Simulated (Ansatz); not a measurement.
**Map of one atom of the cell for AlNi (CsCl type)**

AlNi (CsCl type)

```xyz
2
Lattice="2.8927 0.0000 0.0000 0.0000 2.8927 0.0000 0.0000 0.0000 2.8927" Properties=species:S:1:pos:R:3 pbc="T T T"
Al     0.0000     0.0000     0.0000
Ni     1.4463     1.4463     1.4463
```

In this cell atom 2 (Ni, nearest neighbour Al at 2.505 Å; its periodic images, 2.9 Å or more away, move with it) is moved by u·(0.707, 0.707, 0.000) + v·(0.000, 0.000, 1.000); the rest is frozen.

The numbers are results of PBE (plane waves to 420 eV, PAW, scalar-relativistic; Ansatz, a quantum-chemistry and plane-wave program), not measurements. k mesh 13×13×13 (Γ-centred), Fermi-Dirac smearing 0.05 eV. The energy includes the smearing's −TS. With partly filled bands, energies and forces of such displacements shift with the k mesh and the smearing. Fu and Fv are the components of the force on the atom. AlNi is run without spin polarisation. AlNi was relaxed with its symmetry unable to fall. The PAW data are Ansatz's earlier set. The zero of ΔE is the undisplaced structure. Axes are in Å.

ΔE (eV/cell), with u across and v down:

```tsv
v \ u	-0.380	-0.253	-0.127	0.000	0.127	0.253	0.380
-0.380	1.099	0.695	0.477	0.409	0.477	0.695	1.099
-0.253	0.744	0.416	0.238	0.182	0.238	0.416	0.744
-0.127	0.530	0.247	0.094	0.045	0.094	0.247	0.530
0.000	0.458	0.191	0.046	0.000	0.046	0.191	0.458
0.127	0.530	0.247	0.094	0.045	0.094	0.247	0.530
0.253	0.744	0.416	0.238	0.182	0.238	0.416	0.744
0.380	1.099	0.695	0.477	0.409	0.477	0.695	1.099
```

Fu (eV/Å), with u across and v down:

```
v \ u   -0.380  -0.253  -0.127  0.000  0.127  0.253  0.380
------  ------  ------  ------  -----  -----  -----  -----
-0.380    4.08    2.39    1.10   0.00  -1.10  -2.39  -4.08
-0.253    3.30    1.95    0.90   0.00  -0.90  -1.95  -3.30
-0.127    2.83    1.68    0.78   0.00  -0.78  -1.68  -2.83
0.000     2.67    1.59    0.74   0.00  -0.74  -1.59  -2.67
0.127     2.83    1.68    0.78   0.00  -0.78  -1.68  -2.83
0.253     3.30    1.95    0.90   0.00  -0.90  -1.95  -3.30
0.380     4.08    2.39    1.10   0.00  -1.10  -2.39  -4.08
```

Summary:

| Property | Result |
|---|---|
| Principal force constants in the plane (five-point differences of the forces) | 5.7 eV/Å², isotropic |
| Centre of the map | a minimum |
| Lowest place on the grid | u = 0.000 Å, v = 0.000 Å (0 meV/cell) |
| Highest place on the grid, met at several equal points | u = -0.380 Å, v = -0.380 Å; u = 0.380 Å, v = -0.380 Å; u = -0.380 Å, v = 0.380 Å; u = 0.380 Å, v = 0.380 Å (1099 meV/cell) |

(A displaced cell: forces are minus the slopes of the energy, force constants its curvatures, and phonons follow from these.)
